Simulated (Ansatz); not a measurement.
A geometry of TiAu away from equilibrium: step 2 of the relaxation of a relaxed TiAu cell shaken by Gaussian noise of σ = 0.08 Å a coordinate. All values below come from PBEsol (plane waves to 420 eV, PAW, scalar-relativistic; Ansatz, a program for electronic structure). Γ-centred k-mesh 9×9×3 on the run's cell (coarser than for final values), Fermi–Dirac smearing 0.05 eV.

```
TiAu
1.0
    4.17127    -0.04706     0.01673
   -2.12639     3.65677    -0.01709
    0.04190    -0.02523    10.39124
Ti Au
4 4
Direct
  0.00080   0.00384   0.92201
  0.00019   0.98422   0.42605
  0.32752   0.67516   0.25076
  0.67684   0.33148   0.74571
  0.99872   0.00895   0.16988
  0.00279   0.99676   0.67778
  0.33176   0.65546   0.51654
  0.68190   0.34770   0.01166
```

Task: Which atoms carry the largest force, and which way does it point?

Result: 0.63 eV/Å, on Au6 (atoms numbered as listed); on Au6 its components are (0.10, -0.08, -0.62).

Task: What is the pressure?

Result: +1.7 GPa, compression positive.

Task: How far above the relaxed end point is this geometry?

Result: 0.55 eV/atom; the path ends in P4/nmm (No. 129) (AFLOW prototype AB_tP4_129_c_c (B11, as in TiCu)).

No spin polarisation in the result.

Of the parent cell (P6₃mc (No. 186)): it is a generated cell of TiAu: the first start was made by placing the elements on the sites of a structure type, and the end was not matched to a known phase here, so it may be hypothetical.

The first start was generated by placing the elements on the sites of a structure type. Materials Project lists a structure of TiAu in the same space group, P4/nmm (No. 129); the sites were not compared with it, nor with measured phases.
